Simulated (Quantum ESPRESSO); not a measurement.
**Kohn-Sham bands of HgSe (zinc blende)**

```
CELL_PARAMETERS angstrom
      0.00000     3.09633     3.09633
      3.09633     0.00000     3.09633
      3.09633     3.09633     0.00000
ATOMIC_POSITIONS crystal
  Hg 0.00000 0.00000 0.00000
  Se 0.25000 0.25000 0.25000
```

Cell from Materials Project (mp-820), symmetrised, no further relaxation. COD (Crystallography Open Database) has an entry of this formula and space group (matched by these alone). Method: PBE plane waves in Quantum ESPRESSO 7.5 (PseudoDojo norm-conserving files, 69 Ry, no spin polarisation, no spin-orbit coupling), Bloch states on a 8×8×8 mesh through Γ, Wannier90 4.0.1. Density: 8×8×8 mesh, Gaussian smearing 0.01 Ry. Spin-orbit coupling is left out although heavy elements are present.

Energies are relative to the Fermi level; weights are on the orthonormalised atomic waves of the pseudopotential files, averaged over the group. 36 electrons a cell are treated as valence.

```csv
bands,from (eV),to (eV),filling,weight on atomic waves
1,-114.55,-114.55,filled,[?]
2–4,-62.88,-62.88,filled,[?]
5–9,-47.48,-47.48,filled,[?]
10,-13.16,-12.60,filled,[?]
11–15,-6.91,-5.73,filled,[?]
```

Problem. Which atomic shells make up each group?

Solution. 
- 1, weight on atomic waves: Hg 5s 100 %
- 2–4, weight on atomic waves: Hg 5p 100 %
- 5–9, weight on atomic waves: Se 3d 100 %
- 10, weight on atomic waves: Se 4s 88 %, Hg 6s 7 %, Hg 5d 5 %
- 11–15, weight on atomic waves: Hg 5d 92 %, Se 4p 6 %

No gap over 0.05 eV opens at the Fermi level at this level of theory; semilocal functionals close the gap of some real semiconductors.
